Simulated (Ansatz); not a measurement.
# ZrFe$_{2}$ (Fd-3m): electronic heat capacity from the density of states

Method: Ansatz 0.2.0, DFT r2SCAN, scalar-relativistic, plane waves, PAW.

Plane waves to 500 eV, a k mesh through Γ of 10×10×10 on the computed 6-atom cell and Gaussian smearing (0.10 eV); collinear spin from starting moments -0.8 -0.8 2.76 2.76 2.76 2.76 μB.

Relaxed cell: Fd-3m, a = 7.098 Å, b = 7.098 Å, c = 7.098 Å, α = 90.00°, β = 90.00°, γ = 90.00°, 6 atoms in the primitive cell. Whether it is the stable form of this composition wasn't checked.

The density of states at the Fermi level is 4.118 states/eV in the cell of 6 atoms (2 formula units; both spins, tetrahedra on a 15×15×15 mesh). The run ends with a moment of 7.09 μB a cell (largest on a site 2.51 μB), and the figure is for this state; a paramagnetic sample can have a quite different one. Another magnetic order, if the compound takes it, can change N(E_F) and the shape of the cell a good deal.

**Question.** What Sommerfeld coefficient does this give?

**Answer.** Per formula unit N(E_F) = 2.059 states/eV. γ = (π²/3) k_B² N(E_F) N_A = 2.357 mJ/(mol K²) per state/eV, so γ = 4.9 mJ/(mol K²), a mole of formula units. This is the bare band result: a measured γ of the same phase and magnetic order is as a rule larger by a factor 1 + λ from phonons and spin fluctuations. N(E_F) at one energy is sensitive to the mesh where the density of states has sharp peaks.

The state reached may not be the lowest one.

Only this magnetic start was tried.

Cost: 1 run of about 6.7 core-minutes, on Intel Xeon Processor @ 2.50GHz (Skylake/Cascade Lake) (shared hosts).